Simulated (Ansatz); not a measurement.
BeTe:
Space group P6₃mc (No. 186); a = 3.9852 Å, b = 3.9852 Å, c = 6.5835 Å, α = 90.00°, β = 90.00°, γ = 120.00°

```csv
atom,site,symmetry,x,y,z
Be,2b,3m.,0.3333,0.6667,0.0008
Te,2b,3m.,0.3333,0.6667,0.3742
```

Relaxed with r²SCAN.

Question: Tabulate the valence density and the electron localisation function along the shortest Be–Te contact (2.45 Å), DFT-r²SCAN in the program Ansatz with PAW potentials.

Answer: 

```tsv
distance from Be (Å)	density (e/Å³)	ELF
0.24	0.09	0.00
0.37	0.15	0.03
0.49	0.21	0.21
0.61	0.26	0.56
0.73	0.29	0.80
0.86	0.33	0.88
0.98	0.37	0.90
1.10	0.43	0.89
1.22	0.51	0.84
1.35	0.61	0.74
1.47	0.74	0.62
1.59	0.99	0.52
1.71	1.79	0.39
1.84	3.68	0.23
1.96	6.71	0.09
2.08	10.41	0.02
2.20	14.01	0.01
```

The density is the valence pseudo-density with augmentation charge, so density and ELF within about 1 Å of a nucleus are not all-electron values.

Space group P6_3mc (wurtzite). The first step of the workflow began from a Materials Project structure, measured or hypothetical; the Crystallography Open Database copy checked does not list it. COD files the formula under space group No. 216, so this cell is another polymorph or a model. Whether it is the stable phase at ambient conditions was not checked. Symmetry was held in the r²SCAN relaxation; its stability against distortions is not shown here. Scalar-relativistic: spin–orbit coupling is off unless named, which matters more the heavier the elements.

Potentials: the later of the program's two PAW sets.
